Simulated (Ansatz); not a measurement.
BW$_{2}$:
```yaml
crystal:
  lattice:
    - [-2.78004, 2.78004, 2.37963]
    - [2.78004, -2.78004, 2.37963]
    - [2.78004, 2.78004, -2.37963]
  atoms:
    - { symbol: B, position: [0.25000, 0.25000, 0.00000] }
    - { symbol: B, position: [0.75000, 0.75000, 0.00000] }
    - { symbol: W, position: [0.66987, 0.16987, 0.83974] }
    - { symbol: W, position: [0.16987, 0.33013, 0.50000] }
    - { symbol: W, position: [0.33013, 0.83013, 0.16026] }
    - { symbol: W, position: [0.83013, 0.66987, 0.50000] }
```

Relaxed with r²SCAN.

### Question
Map the electron localisation function on the plane through (0.250, 0.250, 0.000) spanned by u = [0, 0, 1] and v = [1, -1, 0] in lattice vectors, from r²SCAN (plane waves, PAW; program Ansatz).

### Answer
x is the fraction of u, y of v (the angle between them is 90°; rows are the nearest grid lines); atoms in the plane: B at (0.00, 0.00), B at (0.00, 0.50), W at (0.50, 0.92), W at (0.50, 0.58).
```
|  :#@#=:-*@@@@*-:=#@#:  |
|-=#@%+:-#@#--#@#-:+%@#=-|
|%%@@#=:=%@=  =@%=:=#@@%%|
|@@%%*=::*@@##@@*::=*%%@@|
|*****+=::=*##*=::=+*****|
|++++**+=--====--=+**++++|
|+++++**************+++++|
|+++**+=-:-=++=-:-=+**+++|
|%%%#*=::+%@@@@%+::=*#%%%|
|@@@%#=:-#@%==%@#-:=#%@@@|
|*#%@%+:=%@+  +@%=:+%@%#*|
|  -#@#-:=%@@@@%=:-#@#-  |
|  -#@#+::+#%%#+::+#@#-  |
|*#%@%#*+=------=+*#%@%#*|
|@@%*=---=++**++=---=*%@@|
|%#+-:::::-+**+-:::::-+#%|
|+=--=+*+--=++=--+*+=--=+|
|+==+%@@%*==++==*%@@%+==+|
|+=--+##*=-=++=-=*##+--=+|
|*+-:-==---=++=---==-:-+*|
|@%#=-:::-=+**+=-:::-=#%@|
|%%@@%#*++=----=++*#%@@%%|
|-=#@@%*=-:----:-=*%@@#=-|
|  :#@#=:-*@@@@*-:=#@#:  |
```
Scale: ten equal steps from 0.000 (start of ' ') to 0.737 (end of '@'), in the order ' .:-=+*#%@'; x runs from 0.000 to 1.00, y from 0.000 (bottom) to 1.00 (top).

The density is the valence pseudo-density with augmentation charge, so density and ELF within about 1 Å of a nucleus are not all-electron values.

Space group I4/mcm. The workflow started from an entry of the Crystallography Open Database (COD). Whether it is the stable phase at ambient conditions was not checked. The cell was relaxed with r²SCAN under the symmetry of its start; whether a distortion lowers the energy is not shown. The run is not spin-polarised. Spin–orbit coupling is left out wherever it is not named.

Potentials: the later of the program's two PAW sets.
